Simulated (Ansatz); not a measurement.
Co (hcp, Mg type)

```xyz
2
Lattice="2.4573 0.0000 0.0000 -1.2286 2.1281 0.0000 0.0000 0.0000 3.9686" Properties=species:S:1:pos:R:3 pbc="T T T"
Co     0.0000     1.4187     2.9765
Co     1.2286     0.7094     0.9922
```

Grid over V/V₀ and (c/a)/(c/a)₀, subscript 0 meaning the relaxed cell; the conventional c axis lies along z; no internal relaxation.

All values below come from PBEsol (plane waves to 420 eV, PAW, scalar-relativistic; Ansatz, a first-principles code). k mesh 22×22×12 (Γ-centred), Fermi-Dirac smearing 0.05 eV. Energies are smeared free energies. With partly filled bands, the response to shear is sensitive to the k mesh, so small differences along c/a are uncertain. Co was relaxed with its symmetry unable to fall. Relaxed Co ends ferromagnetic. Other magnetic orders were not checked, so this need not be the ground state. ΔE is measured from the relaxed starting cell.

Task: Predict the ΔE (kJ/mol of atoms) at all points of the grid V/V₀ = 0.960, 0.973, 0.987, 1.000, 1.013, 1.027, 1.040 by (c/a)/(c/a)₀ = 0.920, 0.947, 0.973, 1.000, 1.027, 1.053, 1.080.

Result: ΔE (kJ/mol of atoms), with V/V₀ across and (c/a)/(c/a)₀ down:

| (c/a)/(c/a)₀ \ V/V₀ | 0.960 | 0.973 | 0.987 | 1.000 | 1.013 | 1.027 | 1.040 |
|---|---|---|---|---|---|---|---|
| 0.920 | 6.5 | 5.6 | 5.1 | 4.8 | 4.8 | 5.1 | 5.6 |
| 0.947 | 3.6 | 2.8 | 2.3 | 2.1 | 2.2 | 2.5 | 3.1 |
| 0.973 | 1.9 | 1.1 | 0.7 | 0.5 | 0.6 | 1.0 | 1.6 |
| 1.000 | 1.3 | 0.6 | 0.1 | 0.0 | 0.1 | 0.5 | 1.1 |
| 1.027 | 1.9 | 1.1 | 0.6 | 0.5 | 0.6 | 1.0 | 1.6 |
| 1.053 | 3.4 | 2.6 | 2.1 | 1.9 | 2.0 | 2.3 | 2.8 |
| 1.080 | 6.0 | 5.0 | 4.5 | 4.2 | 4.2 | 4.4 | 4.9 |

(Under strain, the slope of the energy per volume gives the stress and its curvature an elastic modulus.)
